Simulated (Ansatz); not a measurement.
Relaxation of a relaxed Cr cell displaced along its unstable phonon at q = (½, 0, 0) of its primitive reciprocal cell (225i cm⁻¹), largest move 0.15 Å; 2 atoms in the cell, which starts as P2/c (No. 13), mP2; a = 2.5756 Å, b = 2.2478 Å, c = 4.8128 Å, α = 90.00°, β = 117.85°, γ = 90.00°. Level of theory: PBE (plane waves to 420 eV, PAW, scalar-relativistic; Ansatz, a quantum-chemistry and plane-wave program). Γ-centred k-mesh 8×15×14 on the run's cell (coarser than for final values), Fermi–Dirac smearing 0.05 eV. This is the first round of the run. 

The optimiser's lines from the output (shortened; P is positive under compression):

```
relax step   1: F+E_penalty+E_count = -6754.19454845 eV  Δ(F+E_penalty+E_count) = +0.000e0 eV  max|allowed force component| = 1.125e0 eV/Å  Δτ_max = 0.0000 Å  P = -1.802 GPa  Ω = 24.636 Å³  (7 SCF iters, dr2 threshold 1.00e-7 eV, accepted)
relax step   2: F+E_penalty+E_count = -6754.67078532 eV  Δ(F+E_penalty+E_count) = -4.762e-1 eV  max|allowed force component| = 8.703e-1 eV/Å  Δτ_max = 0.1950 Å  P = +0.384 GPa  Ω = 23.945 Å³  (7 SCF iters, dr2 threshold 2.00e-7 eV, accepted)
relax step   3: F+E_penalty+E_count = -6754.89262997 eV  Δ(F+E_penalty+E_count) = -2.218e-1 eV  max|allowed force component| = 4.555e-2 eV/Å  Δτ_max = 0.1951 Å  P = +0.887 GPa  Ω = 23.594 Å³  (7 SCF iters, dr2 threshold 2.00e-7 eV, accepted)
relax step   4: F+E_penalty+E_count = -6754.95575579 eV  Δ(F+E_penalty+E_count) = -6.313e-2 eV  max|allowed force component| = 7.825e-2 eV/Å  Δτ_max = 0.0487 Å  P = +2.012 GPa  Ω = 23.433 Å³  (6 SCF iters, dr2 threshold 2.00e-7 eV, accepted)
relax step   5: F+E_penalty+E_count = -6754.94899134 eV  Δ(F+E_penalty+E_count) = +6.764e-3 eV  max|allowed force component| = 5.468e-2 eV/Å  Δτ_max = 0.0052 Å  P = -4.928 GPa  Ω = 24.138 Å³  (6 SCF iters, dr2 threshold 2.00e-7 eV, rejected (line search))
relax step   6: F+E_penalty+E_count = -6754.96086723 eV  Δ(F+E_penalty+E_count) = -5.111e-3 eV  max|allowed force component| = 2.362e-3 eV/Å  Δτ_max = 0.0260 Å  P = -0.265 GPa  Ω = 23.645 Å³  (8 SCF iters, accepted)
relax step   7: F+E_penalty+E_count = -6754.96096620 eV  Δ(F+E_penalty+E_count) = -9.898e-5 eV  max|allowed force component| = 4.061e-5 eV/Å  Δτ_max = 0.0009 Å  P = -0.008 GPa  Ω = 23.619 Å³  (6 SCF iters, dr2 threshold 2.00e-7 eV, accepted)
relax step   8: F+E_penalty+E_count = -6754.96016974 eV  Δ(F+E_penalty+E_count) = +7.965e-4 eV  max|allowed force component| = 3.979e-5 eV/Å  Δτ_max = 0.0000 Å  P = +0.033 GPa  Ω = 23.619 Å³  stress off target by 4.36e-2 GPa  SCF on the basis re-selected at this cell (its energy is not comparable with the rows above)  (6 SCF iters)
relax step   9: F+E_penalty+E_count = -6754.96016868 eV  Δ(F+E_penalty+E_count) = +1.059e-6 eV  max|allowed force component| = 6.420e-6 eV/Å  Δτ_max = 0.0000 Å  P = +0.003 GPa  Ω = 23.622 Å³  (6 SCF iters, dr2 threshold 4.76e-9 eV, accepted)
relax step  10: F+E_penalty+E_count = -6754.96017135 eV  Δ(F+E_penalty+E_count) = -2.664e-6 eV  max|allowed force component| = 6.462e-6 eV/Å  Δτ_max = 0.0000 Å  P = +0.002 GPa  Ω = 23.622 Å³  stress off target by 4.04e-3 GPa  SCF on the basis re-selected at this cell (its energy is not comparable with the rows above)  (9 SCF iters)
```

From the first to the last row the energy changes by -0.38 eV/atom and the volume by -4.1 %. The last row is marked as not comparable with the walk above it, whose basis was carried along; it does compare with step 1, since both stand on a basis selected at the nominal cutoff for their own cell.

Step 5 was rejected by the optimiser.

Later rounds, restarted from the end of this one on a renewed k-mesh, logged 5 more steps and released under 0.01 eV/atom more. The final structure after all rounds: I4/mmm (No. 139), tI2; a = b = 2.361 Å, c = 4.239 Å, α = β = γ = 90.00°. Between re-selections the logged energies stand on a plane-wave basis carried along with the cell. No spin polarisation in the result. A magnetic state may lie lower.

The run could not lose the symmetry of its start: the end is stationary, and may be a saddle point rather than a minimum.

The relaxed structure here is a generated cell of Cr: the first start was made by placing the elements on the sites of a structure type, and the end was not matched to a known phase here, so it may be hypothetical. Known forms of Cr include space group No. 229.
